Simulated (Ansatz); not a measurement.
According to plane-wave PAW PBEsol (Ansatz code), AlNi in the tetragonal phase (P4/mmm; Al on 2f, Ni on 2h, Al on 2g, Ni on 2e) relaxes to a = 3.683 Å, c = 7.174 Å. Al on 2f has 12 nearest neighbours from 2.54 Å (cuboctahedral). Its formation energy from the elements is -0.39 eV/atom, with no fitted shifts.

Electronic character: metallic (no gap). The magnetic state found is non-magnetic (starting moments vanished).

The bulk modulus is 155 GPa.

The start of the workflow was typed in or built on a structure type; neither database checked (COD, Materials Project) lists it. It is not the phase usual at ambient conditions (space group No. 221). The PBEsol relaxation kept the symmetry of its start; whether a distortion lowers the energy is not shown. The workflow began spin-polarised and lost its moments. The program gave a warning on the electronic state, which may not be the lowest. Axis ratios of metals converge slowly with the k-mesh, so a and c are less sure than the volume. The references are the lowest solids computed at this level, not always the standard phases.

Potentials: the earlier of the program's two PAW sets. The files were generated under PBE; for other functionals the program regenerates the frozen cores, and for LDA and PBEsol the local potential too.
